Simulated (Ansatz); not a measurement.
CdSe:
```xyz
2
Lattice="0.0000 3.0666 3.0666 3.0666 0.0000 3.0666 3.0666 3.0666 0.0000" Properties=species:S:1:pos:R:3 pbc="T T T"
Se     4.6000     4.6000     4.6000
Cd     0.0000     0.0000     0.0000
```

Plane-wave PAW r²SCAN (Ansatz code) gives a gap of 1.04 eV without spin–orbit coupling, maximum at Γ, minimum at Γ.

Q: What happens when spin–orbit coupling is switched on?

A: The gap falls by 0.12 eV, to 0.92 eV; maximum at Γ, minimum at Γ.

Q: How large is the spin–orbit splitting of the valence top at Γ?

A: The fourfold level lies 0.35 eV above the split-off pair.

Q: Give the electron effective mass with spin–orbit coupling.

A: 0.091 mₑ (isotropic).

Space group F-43m (zinc blende). Symmetry was held in the r²SCAN relaxation; phonons on a q-mesh show no instability.

Potentials: the later of the program's two PAW sets.
